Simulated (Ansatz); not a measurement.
V$_{2}$SiB$_{2}$:
```
CELL_PARAMETERS angstrom
      1.48751    -5.20323     0.00000
      1.48751     5.20323     0.00000
      0.00000     0.00000     3.09865
ATOMIC_POSITIONS crystal
  Si 0.00000 0.00000 0.00000
  V  0.36243 0.63757 0.50000
  V  0.63757 0.36243 0.50000
  B  0.20496 0.79504 0.00000
  B  0.79504 0.20496 0.00000
```
The run is spin-polarised; directions of the spins, atom by atom: 0 ↑ ↑ 0 0.

Relaxed with r²SCAN. Special points in fractions of this cell's reciprocal vectors: Γ (0.000, 0.000, 0.000); Y (-0.500, 0.500, 0.000); C0 (-0.270, 0.730, 0.000); Σ0 (0.270, 0.270, 0.000); Z (0.000, 0.000, 0.500); A0 (0.270, 0.270, 0.500); E0 (-0.270, 0.730, 0.500); T (-0.500, 0.500, 0.500); S (0.000, 0.500, 0.000); R (0.000, 0.500, 0.500).

Q: List the band energies nearest the Fermi level at these points for r²SCAN in the plane-wave PAW code Ansatz.

A: In eV from the Fermi level; about four levels below and three above (degenerate sets whole), none deeper than 8.9 eV; points with the same levels are listed once.

```csv
k,below,above
Γ ↑,-2.54 -2.39 -0.22 -0.21,0.47 0.73 0.80
Y ↑,-3.03 -2.22 -1.26 -0.42,0.31 0.91 1.57
C0 ↑,-3.14 -3.01 -2.36 -0.32,0.39 1.05 1.80
Z ↑,-1.52 -0.80 -0.63 -0.10,0.66 1.33 1.90
A0 ↑,-4.58 -4.26 -0.50 -0.03,0.21 1.17 1.80
T ↑,-2.87 -0.92 -0.81 -0.38,1.40 1.73 1.86
S ↑,-3.37 -3.09 -2.13 -0.27,0.28 1.24 1.52
R ↑,-4.54 -4.30 -0.46 0.00,0.20 1.22 1.83
Γ ↓,-3.25 -2.54 -2.09 -2.06,0.15 0.52 1.07
Y ↓,-3.17 -2.60 -1.79 -0.53,0.15 0.90 1.52
C0 ↓,-2.96 -2.84 -2.81 -1.92,0.62 1.29 1.33
Z ↓,-3.89 -3.58 -1.07 -0.33,0.27 0.82 1.59
A0 ↓,-4.84 -4.44 -4.07 -0.11,0.83 1.03 1.33
T ↓,-4.33 -2.70 -2.56 -0.43,0.08 0.15 1.75
S ↓,-3.26 -3.04 -2.73 -1.74,0.65 1.20 1.47
R ↓,-4.86 -4.37 -4.09 -0.12,0.83 1.02 1.46
```

Space group Cmmm. The start of the workflow was typed in or built on a structure type; neither database checked (COD, Materials Project) lists it. Its standing as an ambient phase is unchecked. Symmetry was held in the r²SCAN relaxation; its stability against distortions is not shown here. Magnetic state: ferromagnetic, the only order run, not a proven ground state. Other orbital occupations within this spin state were not tried.

Potentials: the earlier of the program's two PAW sets. The files were generated under PBE; for other functionals the program regenerates the frozen cores, and for LDA and PBEsol the local potential too.
